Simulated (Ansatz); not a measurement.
**Structure relaxation, TiPd**

The start is a relaxed TiPd cell, doubled along one cell vector, shaken by Gaussian noise of σ = 0.08 Å a coordinate. A full variable-cell relaxation at zero pressure is run with PBE (plane waves to 420 eV, PAW, scalar-relativistic; Ansatz, an electronic-structure program). The first steps use a coarse 9×9×6 k-mesh.

The start:
```yaml
crystal:
  lattice:
    - [-1.94207, 1.94207, 4.15643]
    - [1.94207, -1.94207, 4.15643]
    - [3.88414, 3.88414, -8.31285]
  atoms:
    - { symbol: Ti, position: [0.79673, 0.25348, 0.27484] }
    - { symbol: Ti, position: [0.73562, 0.22745, 0.72683] }
    - { symbol: Ti, position: [0.00973, 0.98959, 0.98094] }
    - { symbol: Ti, position: [0.99592, 0.96733, 0.50705] }
    - { symbol: Pd, position: [0.52178, 0.47692, 0.00246] }
    - { symbol: Pd, position: [0.46485, 0.46276, 0.48553] }
    - { symbol: Pd, position: [0.22720, 0.79828, 0.24948] }
    - { symbol: Pd, position: [0.24444, 0.73160, 0.74073] }
```

Problem. What pressure does the first self-consistent step give?

Solution. +4.5 GPa (positive: the cell is compressed).

Problem. What is the largest force in the starting geometry, and on which atom (counted from 1)?

Solution. 3.18 eV/Å, on Pd7 (atoms numbered as listed).

Problem. By how much does the energy per atom fall from start to end?

Solution. 0.11 eV/atom.

Problem. How do the shortest distances between atoms change?

Solution. The closest pairs of elements (up to four, under 3.6 Å), start → end: Pd–Ti 2.44 → 2.75 Å; Pd–Pd 2.50 → 2.84 Å; Ti–Ti 2.62 → 2.84 Å.

Relaxed structure:

Space group I4₁/amd, origin choice 1 (No. 141); a = b = 3.885 Å, c = 8.311 Å, α = β = γ = 90.00°

```tsv
atom	site	symmetry	x	y	z
Ti	4a	-4m2	0.0000	0.0000	0.0000
Pd	4b	-4m2	0.0000	0.0000	0.5000
```
(The calculation used a cell of 4 atoms; values per cell refer to that cell.)

Final values are on a 17×17×17 k-mesh of the relaxed cell. No spin polarisation in the result.

The relaxed structure here is a generated cell of TiPd: the first start was made by placing the elements on the sites of a structure type, and the end was not matched to a known phase here, so it may be hypothetical.
